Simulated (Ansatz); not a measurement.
CaAl$_{2}$O$_{4}$:
Space group P6₃ (No. 173); a = b = 8.744 Å, c = 8.096 Å, α = β = 90.00°, γ = 120.00°

```csv
atom,site,symmetry,x,y,z
Ca,2a,3..,0.0000,0.0000,0.2322
Ca,2b,3..,0.6667,0.3333,0.2352
Ca,2b,3..,0.3333,0.6667,0.3030
Al,6c,1,0.0278,0.3419,0.0439
Al,6c,1,0.0207,0.3392,0.4372
O,6c,1,0.4172,0.2081,0.4091
O,6c,1,0.5455,0.0984,0.0191
O,6c,1,0.1215,0.3836,0.2413
O,6c,1,0.2244,0.1134,0.0354
```

Relaxed with r²SCAN. r²SCAN in the plane-wave PAW code Ansatz gives a gap of 4.97 eV.

What gap does HSE06 give on the same cell (Ansatz, PAW)?

5.99 eV, 1.03 eV more. The hybrid was solved on a coarser mesh and at special points; its gap is the smallest among all of these.

```
k  v1 r²SCAN  c1 r²SCAN  v1 HSE06  c1 HSE06
-  ---------  ---------  --------  --------
Γ       0.00       4.97      0.00      5.99
A      -0.19       6.02     -0.19      7.08
K      -0.13       6.32       [?]       [?]
H      -0.22       6.67       [?]       [?]
M      -0.11       6.04       [?]       [?]
L      -0.20       6.59       [?]       [?]
```

Top valence (v1) and lowest conduction level (c1) in eV from each method's valence maximum (which need not be a listed point): supply the withheld HSE06 values.


- H, v1 HSE06: -0.23
- H, c1 HSE06: 7.82
- L, v1 HSE06: -0.21
- L, c1 HSE06: 7.72
- K, v1 HSE06: -0.14
- K, c1 HSE06: 7.43
- M, v1 HSE06: -0.11
- M, c1 HSE06: 7.13

Cost on shared cores: the r²SCAN run (SCF on a 4×4×4 mesh, then bands and DOS) about 20 core-minutes (a rough figure), the HSE06 run (SCF on 2×2×2, then a few points) around 17 core-minutes (rough); the tasks are unlike.

Space group P6_3. The first step of the workflow began from a Materials Project structure, measured or hypothetical; the Crystallography Open Database copy checked does not list it. COD files the formula under space group No. 14, so this cell is another polymorph or a model. Whether it is the stable phase at ambient conditions was not checked. The cell was relaxed with r²SCAN under the symmetry of its start; its stability against distortions is not shown here.

Potentials: the earlier of the program's two PAW sets.
